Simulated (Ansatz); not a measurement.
Relaxed Na (bcc, W type):

```
Na
1.0
   -4.22229     4.22229     4.22229
    2.11115    -2.11115     2.11115
    2.11115     2.11115    -2.11115
Na
2
Direct
  0.00000   0.00000   0.00000
  0.50000   0.00000   0.00000
```

The atoms are displaced by Q × the pattern below (from a DFPT mode at N = (0.5, 0.0, 0.0), largest move 1; Q in Å), at fixed cell. (q is in reciprocal vectors of the primitive cell; the cell shown is doubled to hold the pattern.)

```json
[
 {"atom": "Na1", "x": "0.000", "y": "-0.707", "z": "-0.707"},
 {"atom": "Na2", "x": "0.000", "y": "0.707", "z": "0.707"}
]
```

The numbers are results of r2SCAN (plane waves to 500 eV, PAW, scalar-relativistic; Ansatz, a quantum-chemistry and plane-wave program), not measurements. k mesh 8×16×16 (Γ-centred), Fermi-Dirac smearing 0.05 eV. The energy includes the smearing's −TS. With partly filled bands, energies and forces of such displacements shift with the k mesh and the smearing. Na was relaxed with its symmetry unable to fall. The PAW data are Ansatz's earlier set. ΔE is measured from the undisplaced structure.

The scan covers Q from -0.100 to 0.100 Å in 13 points.

### Question
Which space group does the distorted structure have?

### Answer
Cmme (No. 67), lowered from Im-3m.

### Question
Is this a single well or a double well?

### Answer
A single well with its minimum at or next to zero displacement.

### Question
What is the energy change at Q = 0.100 Å?

### Answer
15.4 meV/cell.

### Question
What harmonic wavenumber does the curvature at Q = 0 give?

### Answer
134 cm⁻¹.

(For displaced atoms, the force is minus the slope of the energy, and its curvature is a force constant, which sets phonon frequencies.)
